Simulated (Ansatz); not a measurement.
Monolayer Te2Mo (1T′, P2_1/m in the vacuum cell, 6 atoms) under equal strain ε along x and y, atoms relaxed, the program Ansatz at the r²SCAN+D4 level (PAW). Strained cells keep size and symmetry, so buckling is not allowed; words on stability below refer to the unstrained layer.

```json
[
 {"ε (%)": "-4", "tension xx (N/m)": "-5.03"},
 {"ε (%)": "-2", "tension xx (N/m)": "-3.55"},
 {"ε (%)": "0", "tension xx (N/m)": "0.00"},
 {"ε (%)": "2", "tension xx (N/m)": "?"},
 {"ε (%)": "4", "tension xx (N/m)": "3.62"}
]
```

**Question.** Fit the shown tensions and predict the withheld one.

**Answer.** A parabola gives σ = -0.53 + 112.5ε + (-165)ε² N/m, whose slope estimates C11 + C12. At ε = 0.02 that is 1.65 N/m. The run itself gave 1.98 N/m.

A layer that has been made, often on a substrate. The r²SCAN+D4 relaxation kept the symmetry of its start; whether a distortion lowers the energy is not shown. The run is not spin-polarised. Spin–orbit coupling is left out wherever it is not named.

Potentials: the later of the program's two PAW sets.
